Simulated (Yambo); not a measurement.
**Optical response of Na2CO3**

```
Na2CO3
1.0
    4.39238    -2.63220     0.00000
    4.39238     2.63220     0.00000
   -1.35210     0.00000     5.76531
C O Na
2 6 4
Direct
  0.33597   0.33597   0.75072
  0.66403   0.66403   0.24928
  0.21181   0.21181   0.83263
  0.78819   0.78819   0.16737
  0.38969   0.81339   0.29179
  0.61031   0.18661   0.70821
  0.18661   0.61031   0.70821
  0.81339   0.38969   0.29179
  0.66907   0.66907   0.74079
  0.33093   0.33093   0.25921
  0.00000   0.00000   0.00000
  0.00000   0.00000   0.50000
```

Yambo, RPA with local fields on LDA bands; 4×4×4 mesh, 117 bands, 3 Ry local-field block, 0.2 eV broadening; field along x.

```tsv
E (eV)	Im ε	Re ε	Im ε, independent particles
0.0	0.00	2.44	0.00
0.4	0.00	2.44	0.00
0.8	0.00	2.45	0.01
1.1	0.01	2.46	0.01
1.5	0.01	2.47	0.01
1.9	0.01	2.49	0.02
2.2	0.01	2.51	0.02
2.6	0.02	2.54	0.03
3.0	0.02	2.58	0.03
3.4	0.03	2.63	0.04
3.8	0.04	2.69	0.05
4.1	0.05	2.76	0.07
4.5	0.06	2.86	0.10
4.9	0.11	2.99	0.16
5.2	0.17	3.14	0.25
5.6	0.35	3.36	0.51
6.0	0.55	3.50	0.84
6.4	0.96	3.58	1.77
6.8	1.36	3.55	4.04
7.1	1.65	3.44	5.45
7.5	2.18	3.22	3.55
7.9	2.54	2.72	2.08
8.2	2.78	2.03	1.21
8.6	1.98	1.10	0.99
9.0	1.53	1.19	0.98
9.4	1.15	1.39	0.97
9.8	1.11	1.78	1.16
10.1	1.34	1.73	1.47
10.5	1.22	1.61	1.40
10.9	1.22	1.77	1.50
11.2	1.35	1.66	1.62
11.6	1.36	1.69	1.64
12.0	1.41	1.38	1.60
12.4	1.16	1.35	1.42
12.8	1.10	1.53	1.54
13.1	1.19	1.49	1.51
13.5	1.16	1.52	1.33
13.9	1.19	1.51	1.23
14.2	1.16	1.50	1.30
14.6	1.29	1.51	1.52
15.0	1.36	1.43	1.68
15.4	1.26	1.35	1.59
15.8	1.34	1.33	1.81
16.1	1.24	1.24	1.81
16.5	1.32	1.32	2.16
16.9	1.34	1.21	2.28
17.2	1.29	1.27	2.17
17.6	1.41	1.12	2.39
18.0	1.31	1.08	2.12
18.4	1.38	1.10	2.03
18.8	1.42	0.89	1.77
19.1	1.35	0.88	1.46
19.5	1.43	0.77	1.19
19.9	1.34	0.60	1.01
```

Peak heights and small wiggles depend on the k mesh. Convergence of the RPA response with its 4×4×4 mesh was not tested. No excitonic effects at this level.

Geometry of the Materials Project entry, not relaxed at this level.
